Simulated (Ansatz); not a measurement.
Cs2S:
```xyz
6
Lattice="5.7240 0.0000 0.0000 -2.8620 4.9571 0.0000 0.0000 0.0000 7.6458" Properties=species:S:1:pos:R:3 pbc="T T T"
Cs     0.0000     0.0000     0.0000
Cs     0.0000     0.0000     3.8229
S      0.0000     3.3048     1.9115
S      2.8620     1.6524     5.7344
Cs     2.8620     1.6524     1.9115
Cs     0.0000     3.3048     5.7344
```

Relaxed with PBEsol.

Map the electron localisation function on the plane through (0.000, 0.000, 0.000) spanned by u = [0, 0, 1] and v = [1, -1, 0] in lattice vectors, from the program Ansatz at the PBEsol level (PAW).

x is the fraction of u, y of v (the angle between them is 90°; rows are the nearest grid lines); atoms in the plane: Cs at (0.00, 0.00), Cs at (0.50, 0.00), S at (0.25, 0.33), S at (0.75, 0.67), Cs at (0.25, 0.67), Cs at (0.75, 0.33).
```
|  :#@@@*:  :*@@@#:   :#@@@*:  :*@@@#:  |
|+*%@@@%+.  .+%@@@%*+*%@@@%=.  .=%@@@%*+|
|@@@@@%*-    -*%@@@@@@@@@%*:    :*%@@@@@|
|%%%#=:        :=#%%%%#*-.        .-*#%%|
|       .-==-.           .:=+**+=:.     |
|   .=#%@@@@@@%#=.    :=*#%@@@@@@%#*=:  |
|  .-#@@@@@@@@@@#-.  .=*%%@@@@@@@@%%*=. |
|  :#@@@#-..-#@@@#:  :+%@@@%+--+%@@@%+: |
|  -#@@@*.  .*@@@#-  :+%@@@#:  :#@@@%+: |
|  .+%@@@@%%@@@@%+.  .+#%@@@@@@@@@@%#+. |
|   :+#@@@@@@@@#+:   .=*#%%@@@@@@%%#*=. |
|     ..::::::..      ..::---==---::..  |
|  ..::---==---::..      ..::::::..     |
| .=*#%%@@@@@@%%#*=.   :+#@@@@@@@@#+:   |
| .+#%@@@@@@@@@@%#+.  .+%@@@@%%@@@@%+.  |
| :+%@@@#:  :#@@@%+:  -#@@@*.  .*@@@#-  |
| :+%@@@%+--+%@@@%+:  :#@@@#-..-#@@@#:  |
| .=*%%@@@@@@@@%%*=.  .-#@@@@@@@@@@#-.  |
|  :=*#%@@@@@@%#*=:    .=#%@@@@@@%#=.   |
|     .:=+**+=:.           .-==-.       |
|%%#*-.        .-*#%%%%#=:        :=#%%%|
|@@@@@%*:    :*%@@@@@@@@@%*-    -*%@@@@@|
|+*%@@@%=.  .=%@@@%*+*%@@@%+.  .+%@@@%*+|
|  :#@@@*:  :*@@@#:   :#@@@*:  :*@@@#:  |
```
Scale: ten equal steps from 0.000 (start of ' ') to 0.902 (end of '@'), in the order ' .:-=+*#%@'; x runs from 0.000 to 1.00, y from 0.000 (bottom) to 1.00 (top).

The density is the valence pseudo-density with augmentation charge, so density and ELF within about 1 Å of a nucleus are not all-electron values.

Space group P6_3/mmc. The workflow started from an entry of the Crystallography Open Database (COD), which files this formula under 2 space groups. Its standing as an ambient phase is unchecked. The PBEsol relaxation kept the symmetry of its start; whether a distortion lowers the energy is not shown. The volume moved by -31 % from the start of the relaxation. The volume fell by over 15 % from the filed cell, which may lack light atoms or belong to other conditions. Scalar-relativistic: spin–orbit coupling is off unless named, which matters more the heavier the elements.

Potentials: the later of the program's two PAW sets.
